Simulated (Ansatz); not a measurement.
# Computed scan of one atom of the cell: SrTiO3 (cubic perovskite)

Relaxed SrTiO3 (cubic perovskite):

```
SrTiO3
1.0
    3.93649     0.00000     0.00000
    0.00000     3.93649     0.00000
    0.00000     0.00000     3.93649
Sr Ti O
1 1 3
Direct
  0.00000   0.00000   0.00000
  0.50000   0.50000   0.50000
  0.00000   0.50000   0.50000
  0.50000   0.50000   0.00000
  0.50000   0.00000   0.50000
```

Scan: atom 2 (Ti, nearest neighbour O at 1.968 Å; its periodic images, 3.9 Å or more away, move with it) is displaced along Cartesian [110], direction (0.707, 0.707, 0.000) in Cartesian axes, by s. The other atoms stay.

Method: PBE (plane waves to 420 eV, PAW, scalar-relativistic; Ansatz, a quantum-chemistry and plane-wave program). k mesh 7×7×7 (Γ-centred), Fermi-Dirac smearing 0.05 eV. Energies are smeared free energies. Stress and pressure are positive under compression. F∥ is the force on the atom along that direction. SrTiO3 is run without spin polarisation. SrTiO3 was relaxed with its symmetry unable to fall. The PAW data are Ansatz's earlier set. The zero of ΔE is the undisplaced structure.

```
s (Å)   ΔE (meV/cell)  P (GPa)  F∥ (eV/Å)
------  -------------  -------  ---------
-0.200           62.3     2.49      1.070
-0.160           29.1     1.58      0.616
-0.120           11.2     0.88      0.303
-0.080            3.2     0.39      0.117
-0.040            0.5     0.10      0.030
0.000             0.0     0.01      0.000
0.040             0.5     0.10     -0.030
0.080             3.2     0.39     -0.117
0.120            11.2     0.88     -0.303
0.160            29.1     1.58     -0.616
0.200            62.3     2.49     -1.070
```

What the scan shows:

Energy at s = 0.200 Å: 62.3 meV/cell
Force along the line at s = -0.200 Å: 1.07 eV/Å
Symmetry of the curve: even: the same for both signs
Shape of the curve: a single well with its minimum at or next to zero displacement

(A displaced cell: forces are minus the slopes of the energy, force constants its curvatures, and phonons follow from these.)
